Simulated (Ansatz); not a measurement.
## Electric field gradients in Hf$_{2}$N

These are results of DFT LDA, scalar-relativistic, plane waves, PAW (Ansatz), not measurements. Settings: 420 eV plane-wave cutoff, Γ-centred 8×8×12 mesh, Fermi-Dirac smearing of 0.15 eV. No spin polarisation.

The cell, relaxed at this level:
```xyz
6
Lattice="5.2524 0.0000 0.0000 0.0000 5.2524 0.0000 0.0000 0.0000 3.2015" Properties=species:S:1:pos:R:3 pbc="T T T"
Hf    1.5509    1.5509    0.0000
Hf    3.7015    3.7015    0.0000
Hf    4.1771    1.0753    1.6007
Hf    1.0753    4.1771    1.6007
N     0.0000    0.0000    0.0000
N     2.6262    2.6262    1.6007
```

In a metal these results depend on the k mesh and the smearing. Spin–orbit coupling is left out, which matters for gradients at heavy nuclei.

Question: Give V_zz (10²¹ V/m²) and the asymmetry η at each distinct site.

Answer:
| atom | V_zz | η |
| --- | --- | --- |
| Hf (atom 1) | 23.72 | 0.52 |
| N (atom 5) | -0.307 | 0.34 |

Whether Hf2N exists in this form wasn't checked.

Cost: 1 run of about 0.22 core-minutes, on Intel Xeon 6975P-C (Granite Rapids) (shared hosts).